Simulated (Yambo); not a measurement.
CaCd$_{2}$As$_{2}$ (space group P-3m1, No. 164), G0W0@LDA in Yambo with this input:

```
rim_cut
gw0
dyson
el_el_corr
HF_and_locXC
ppa
em1d
RandQpts= 1000000
RandGvec= 1 Ry
EXXRLvcs= 102 Ry
VXCRLvcs= 408 Ry
Chimod= "HARTREE"
% BndsRnXp
 10 | 192 |
%
NGsBlkXp= 7 Ry
% LongDrXp
 1.0 | 1.0 | 1.0 |
%
PPAPntXp= 27.2114 eV
% GbndRnge
 1 | 192 |
%
GTermKind= "BG"
DysSolver= "n"
ExtendOut
```

On a 3×3×2 mesh, with wavefunctions cut at 102 Ry, the gap (Γ → Γ) is 0.923 eV and the valence edge shifts by -0.582 eV.

Question: What happens with this change: 4 Ry block?

Answer: The gap falls by 0.046 eV, to 0.877 eV; the shift of the valence edge becomes -0.483 eV. Neither run is shown to be the converged limit.

The standard potential for As keeps a d shell in the valence without the s and p states of that shell. In tests on such compounds this moved G0W0 gaps by up to about 0.9 eV, so absolute quasiparticle energies here are unreliable; differences between settings are what counts.

Spin-orbit coupling is not included.

Geometry of the Materials Project entry, not relaxed at this level; primitive cell a = 4.414 Å, b = 4.414 Å, c = 7.206 Å, α = 90.00°, β = 90.00°, γ = 120.00°.

A shift is the quasiparticle energy of the state minus its LDA energy.
